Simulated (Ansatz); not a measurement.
In the program Ansatz at the PBEsol level (PAW), Bi in the diamond structure (Fd-3m) relaxes to a = 7.165 Å. Bi has 4 nearest neighbours from 3.10 Å (tetrahedral).

Electronic character: metallic (no gap). Gap from PBEsol with spin–orbit coupling: none (metallic).

The bulk modulus is 325 kbar. The relaxed-ion elastic constants in GPa are C11 = 32.5, C12 = 32.4, C44 = -13.1. The highest mode at Γ lies at 105 cm^-1.

The start of the workflow was typed in or built on a structure type; neither database checked (COD, Materials Project) lists it. It is not the phase usual at ambient conditions (space group No. 166). The cell was relaxed with PBEsol under the symmetry of its start. At this level the phase is mechanically unstable. As this level gives no gap, shear constants depend on the k-mesh and smearing (Fermi–Dirac, 0.1 eV here). As this level gives no gap, phonon frequencies hold no LO–TO term and depend on the k-mesh and smearing (Fermi–Dirac, 0.1 eV here). Scalar-relativistic: spin–orbit coupling is off unless named, which matters more the heavier the elements.

Potentials: the later of the program's two PAW sets.
